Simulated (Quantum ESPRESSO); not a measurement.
# Cu6RuBe: input and log of a self-consistent run

Computed values, not a measurement. The program is pw.x of Quantum ESPRESSO 7.5 (plane-wave density functional theory). The cell is made up: eight metal atoms on a hexagonal close-packed lattice, with elements, volume, strain and displacements drawn at random and not relaxed, so it may be unstable or far from any real phase. PseudoDojo standard norm-conserving files set the functional (PBE unless stated); there is no spin polarisation or spin-orbit coupling, the Fermi-Dirac width of 0.25 eV means electrons at about 2900 K, and the masses in the input are unused placeholders. The beryllium pseudopotential is less sure than most, with forces differing by about two percent and pressure by one to two GPa from a second method on plain beryllium. The copper pseudopotential is less sure than most, with forces differing by about three percent and pressure by about two GPa from a second method on plain copper. A spin test at this wide smearing found no moment, but such smearing suppresses magnetism that the real alloy may have.

Input:

```
&control calculation='scf', pseudo_dir='./dojo.nc.sr.pbe.v0_5.standard.upf', outdir='./o', disk_io='minimal', tprnfor=.true., tstress=.true. /
&system ibrav=0, nat=8, ntyp=3, nbnd=76, ecutwfc=92.02030273, nosym=.true., tot_charge=0,
 occupations='smearing', smearing='fd', degauss=0.0183746611
/
&electrons conv_thr=1.470e-08, electron_maxstep=70, mixing_beta=0.5 /
ATOMIC_SPECIES
Be 1.0 Be.upf
Cu 1.0 Cu.upf
Ru 1.0 Ru.upf
CELL_PARAMETERS angstrom
-2.5718 0.0 0.0
0.0 0.0 -4.1079
0.0 -8.9091 0.0
ATOMIC_POSITIONS angstrom
Cu 0.0431 0.0821 0.1307
Cu 0.1423 -4.5038 0.0604
Cu 0.1688 -2.8608 -2.1146
Cu -0.0726 -7.4785 -2.157
Ru -1.3796 -2.2365 0.1995
Be -1.3226 -6.7594 -0.0621
Cu -1.319 -0.7269 -2.0771
Cu -1.3035 -5.1883 -2.0328
K_POINTS automatic
9 6 3 1 1 1
```

The log is shortened where brackets say so; the opening notice, blank lines, dates and the lines on written files are dropped, and the path of the files is cut. It prints rydbergs, bohrs and kilobars, and counts compression as positive stress. Its total energy is the free energy E - TS of the whole cell.

```
     Program PWSCF v.7.5
     Parallel version (MPI & OpenMP), running on       4 processor cores
     Number of MPI processes:                 4
     Threads/MPI process:                     1
     [start-up lines left out]
     bravais-lattice index     =            0
     lattice parameter (alat)  =       4.8600  a.u.
     unit-cell volume          =     635.1664 (a.u.)^3
     number of atoms/cell      =            8
     number of atomic types    =            3
     number of electrons       =       134.00
     number of Kohn-Sham states=           76
     kinetic-energy cutoff     =      92.0203  Ry
     charge density cutoff     =     368.0812  Ry
     scf convergence threshold =      1.5E-08
     mixing beta               =       0.5000
     number of iterations used =            8  plain     mixing
     Exchange-correlation= PBE
                           (   1   4   3   4   0   0   0)
     [axes and pseudopotential details left out]
   Cartesian axes
     site n.     atom                  positions (alat units)
         1        Cu     tau(   1) = (   0.0167587   0.0319232   0.0508204  )
         2        Cu     tau(   2) = (   0.0553309  -1.7512248   0.0234855  )
         3        Cu     tau(   3) = (   0.0656350  -1.1123727  -0.8222257  )
         4        Cu     tau(   4) = (  -0.0282293  -2.9078855  -0.8387122  )
         5        Ru     tau(   5) = (  -0.5364336  -0.8696244   0.0775721  )
         6        Be     tau(   6) = (  -0.5142702  -2.6282759  -0.0241465  )
         7        Cu     tau(   7) = (  -0.5128704  -0.2826425  -0.8076445  )
         8        Cu     tau(   8) = (  -0.5068435  -2.0173808  -0.7904192  )
     number of k points=    81  Fermi-Dirac smearing, width (Ry)=  0.0184
                       cart. coord. in units 2pi/alat
        k(    1) = (  -0.0555556  -0.0481119  -0.0521718), wk =   0.0246914
        k(    2) = (  -0.0555556   0.1443356  -0.0521718), wk =   0.0246914
     [further k points left out]
     Dense  grid:    75637 G-vectors     FFT dimensions: (  30,  48, 108)
     Estimated max dynamical RAM per process >     357.41 MB
     Estimated total dynamical RAM >       1.34 GB
     Initial potential from superposition of free atoms
     starting charge     133.9971, renormalised to     134.0000
     Starting wfcs are   72 randomized atomic wfcs +    4 random wfcs
     total cpu time spent up to now is        9.3 secs
     per-process dynamical memory:   305.7 Mb
     Self-consistent Calculation
     iteration #  1     ecut=    92.02 Ry     beta= 0.50
     Davidson diagonalization with overlap
     ethr =  1.00E-02,  avg # of iterations =  3.0
     total cpu time spent up to now is       36.3 secs
     total energy              =   -2503.22052447 Ry
     estimated scf accuracy    <       3.86855332 Ry
     iteration #  2     ecut=    92.02 Ry     beta= 0.50
     Davidson diagonalization with overlap
     ethr =  2.89E-03,  avg # of iterations =  2.9
     total cpu time spent up to now is       63.6 secs
     total energy              =   -2501.79374893 Ry
     estimated scf accuracy    <      36.66014688 Ry
     iteration #  3     ecut=    92.02 Ry     beta= 0.50
     Davidson diagonalization with overlap
     ethr =  2.89E-03,  avg # of iterations =  3.8
     total cpu time spent up to now is       93.6 secs
     total energy              =   -2504.30934018 Ry
     estimated scf accuracy    <      11.75193088 Ry
     iteration #  4     ecut=    92.02 Ry     beta= 0.50
     Davidson diagonalization with overlap
     ethr =  2.89E-03,  avg # of iterations =  2.5
     total cpu time spent up to now is      116.9 secs
     total energy              =   -2505.17762892 Ry
     estimated scf accuracy    <       0.82473924 Ry
     iteration #  5     ecut=    92.02 Ry     beta= 0.50
     Davidson diagonalization with overlap
     ethr =  6.15E-04,  avg # of iterations =  2.0
     total cpu time spent up to now is      139.4 secs
     total energy              =   -2505.21670774 Ry
     estimated scf accuracy    <       0.26093232 Ry
     [iterations 6 to 14 left out]
     iteration # 15     ecut=    92.02 Ry     beta= 0.50
     Davidson diagonalization with overlap
     ethr =  1.49E-09,  avg # of iterations =  1.2
     total cpu time spent up to now is      362.4 secs
     total energy              =   -2505.24060023 Ry
     estimated scf accuracy    <       0.00000035 Ry
     iteration # 16     ecut=    92.02 Ry     beta= 0.50
     Davidson diagonalization with overlap
     ethr =  2.61E-10,  avg # of iterations =  1.9
     total cpu time spent up to now is      383.3 secs
     total energy              =   -2505.24060027 Ry
     estimated scf accuracy    <       0.00000003 Ry
     iteration # 17     ecut=    92.02 Ry     beta= 0.50
     Davidson diagonalization with overlap
     ethr =  2.23E-11,  avg # of iterations =  2.0
     total cpu time spent up to now is      406.9 secs
     total energy              =   -2505.24060027 Ry
     estimated scf accuracy    <       0.00000004 Ry
     iteration # 18     ecut=    92.02 Ry     beta= 0.50
     Davidson diagonalization with overlap
     ethr =  2.23E-11,  avg # of iterations =  2.0
     total cpu time spent up to now is      428.3 secs
     total energy              =   -2505.24060028 Ry
     estimated scf accuracy    <       0.00000002 Ry
     iteration # 19     ecut=    92.02 Ry     beta= 0.50
     Davidson diagonalization with overlap
     ethr =  1.28E-11,  avg # of iterations =  1.6
     total cpu time spent up to now is      449.2 secs
     End of self-consistent calculation
     [lines on levels left out]
!    total energy              =   -2505.24060027 Ry
     estimated scf accuracy    <          6.3E-09 Ry
     smearing contrib. (-TS)   =      -0.06450523 Ry
     internal energy E=F+TS    =   -2505.17609505 Ry
     The total energy is F=E-TS. E is the sum of the following terms:
     one-electron contribution =   -1459.93219124 Ry
     hartree contribution      =     803.01073976 Ry
     xc contribution           =    -318.96438333 Ry
     ewald contribution        =   -1529.29026024 Ry
     convergence has been achieved in  19 iterations
     Forces acting on atoms (cartesian axes, Ry/au):
     atom    1 type  2   force =    -0.01119953    0.00087950   -0.07550142
     atom    2 type  2   force =    -0.03144292   -0.02754985   -0.02138031
     atom    3 type  2   force =    -0.07605554   -0.07563972    0.16760720
     atom    4 type  2   force =     0.00206788    0.05386394    0.04568182
     atom    5 type  3   force =     0.08113011    0.02380357   -0.20551934
     atom    6 type  1   force =     0.00325603    0.01051243   -0.00052293
     atom    7 type  2   force =     0.01588826    0.03391500    0.07961101
     atom    8 type  2   force =     0.01635572   -0.01978488    0.01002397
     Total force =     0.332611     Total SCF correction =     0.000690
     Computing stress (Cartesian axis) and pressure
          total   stress  (Ry/bohr**3)                   (kbar)     P=       99.51
   0.00038670   0.00016034  -0.00022627           56.89       23.59      -33.29
   0.00016034   0.00046683   0.00002809           23.59       68.67        4.13
  -0.00022627   0.00002809   0.00117589          -33.29        4.13      172.98
     init_run     :      8.80s CPU      9.17s WALL (       1 calls)
     electrons    :    429.86s CPU    439.90s WALL (       1 calls)
     forces       :      2.75s CPU      2.76s WALL (       1 calls)
     stress       :      9.68s CPU      9.68s WALL (       1 calls)
     [timing details left out]
     PWSCF        :   7m31.18s CPU   7m41.76s WALL
     JOB DONE.
```

In other units: free energy -34085.535 eV for the cell, pressure 9.95 GPa, largest force component 5.284 eV/Å in size. The run took 464 s of wall time with four MPI processes on a shared machine (Intel Xeon, older, virtual cores), so the time is rough. A rerun of this cell at a higher cutoff and on a denser mesh moved values by no more than 0.011 eV in energy, 0.22 GPa in stress and 0.004 eV/Å in force, and a second program with other atomic files agreed on that cell to 2 % rms in force and 0.5 GPa in pressure.